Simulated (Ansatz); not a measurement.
**Zr$_{3}$S$_{2}$: two-dimensional strain map**

The calculation used Ansatz, DFT PBEsol, scalar-relativistic, plane waves, PAW. Settings: plane waves to 420 eV, k-mesh 12×12×12 (Γ-centred), Gaussian smearing 0.15 eV. No spin polarisation. Energies are free energies at this smearing, counted from the undisturbed cell; pressure is positive in compression.

The starting cell (relaxed at this level; it needn't be the usual structure):

```
Zr S
1.0
     2.86457    1.65386    3.43470
    -2.86457    1.65386    3.43470
     0.00000   -3.30772    3.43470
Zr S
3 2
Direct
  0.16184 0.83816 0.50000
  0.50000 0.16184 0.83816
  0.83816 0.50000 0.16184
  0.33496 0.33496 0.33496
  0.66504 0.66504 0.66504
```

The cell is strained by p along both x and y and by q along z, fractional coordinates fixed. Points are written (p, q).

Energy above the undisturbed cell in meV/atom (a dash: not computed):

```csv
p \ q,-0.050,-0.025,0.000,0.025,0.050
-0.050,?,?,97.1,72.5,66.1
-0.025,96.2,48.7,22.8,15.6,24.7
0.000,?,8.8,0.0,8.0,30.5
0.025,?,–,20.6,–,76.0
0.050,53.9,57.8,77.2,110.1,154.3
```

Fill in the withheld energies.

(-0.050, -0.050): 211.9; (-0.050, -0.025): 142.6; (0.000, -0.050): 37.1; (0.025, -0.050): 25.8.